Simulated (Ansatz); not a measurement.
## Lattice vibrations of InSb at Γ at -1 GPa

Method: DFT LDA, scalar-relativistic, plane waves, PAW (Ansatz 0.2.0). Settings: 420 eV plane-wave cutoff, Γ-centred 12×12×12 mesh, Fermi-Dirac smearing of 0.15 eV. No spin polarisation. Phonons by linear response, acoustic sum rule imposed.

The cell, relaxed at -1 GPa:
```
In Sb
1.0
     0.00000    3.25028    3.25028
     3.25028    0.00000    3.25028
     3.25028    3.25028    0.00000
In Sb
1 1
Direct
  0.00000 0.00000 0.00000
  0.75000 0.75000 0.75000
```

In a metal, frequencies and elastic constants depend on the k mesh and the smearing, soft modes and shear constants most.

Optical modes at Γ; i marks an imaginary frequency:
```csv
frequency (THz),degeneracy
5.15,3
```

All 3 optical modes at Γ are real: no displacement of atoms at fixed cell lowers the energy to second order. Strains and modes at other wave vectors aren't tested by this run.

The bands only touch here, so at this level the crystal is a zero-gap semiconductor or semimetal, not an ordinary metal; spin–orbit coupling, left out, can open or move such a gap.

Cost: 1 run of about 0.96 core-minutes, on Intel Xeon Processor @ 2.70GHz (shared hosts).